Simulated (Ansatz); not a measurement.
Input and command of a plane-wave DFT calculation in Ansatz:

```yaml
crystal:
  lattice:
    - [0.0, 3.235, 3.235]
    - [3.235, 0.0, 3.235]
    - [3.235, 3.235, 0.0]
  atoms:
    - { symbol: Bi, position: [-0.0270479134, -0.0270479134, 0.0270479134] }
    - { symbol: Te, position: [0.5, 0.5, 0.5] }
basis:
  ecutwfc: 420
kpoints:
  mp_grid: { grid: [14, 14, 14] }
hamiltonian:
  xc: pbe
scf:
  occupations: { method: gaussian, width: 0.15 }
output:
  forces: true
  stress: true
  eigenvalues: true
```

```bash
ansatz run input.yaml --threads 1 --pin off --max-ram 2560MiB --backend cpu --events-out ev --progress --plain --runs-dir out
```

Processor: Intel(R) Xeon(R) Platinum 8259CL CPU @ 2.50GHz (Skylake/Cascade Lake), 1 thread, on a host shared with other jobs.

**Question.** Estimate time, memory and problem size.

**Answer.** About 26 s on 1 thread of Intel(R) Xeon(R) Platinum 8259CL CPU @ 2.50GHz (Skylake/Cascade Lake), on a shared host, peak memory 0.66 GiB. It solves 20 bands at 244 k points (the mesh reduced by symmetry) with about 1363 plane waves, in 6 SCF iterations.
